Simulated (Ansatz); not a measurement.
Ti (simple cubic, Pm-3m) at seven volumes, DFT-r²SCAN in the program Ansatz with PAW potentials, scaled uniformly. One row is withheld.

```
V (Å³/atom)  P (GPa)
-----------  -------
16.563          8.37
17.109          5.29
17.655          2.52
18.201         -0.01
18.747         -2.29
19.293         -4.33
19.839             ?
```

**Question.** Fit the shown pressures and predict the withheld one.

**Answer.** P = (3/2)B₀(x^(7/2) − x^(5/2))[1 + (3/4)(B′ − 4)(x − 1)] with x = (V₀/V)^(2/3). Least squares on the six rows gives V₀ = 18.199 Å³/atom, B₀ = 79.8 GPa, B′ = 2.40. At V = 19.839, x = 0.9441 and P = -6.18 GPa. The run itself gave -6.13 GPa.

A made-up cell: these elements were put on the sites of a structure type; neither database checked (COD, Materials Project) lists it. It is not the phase usual at ambient conditions (space group No. 194). Symmetry was held in the r²SCAN relaxation. At this level the phase is mechanically unstable. No spin polarisation was allowed.

Potentials: the later of the program's two PAW sets.
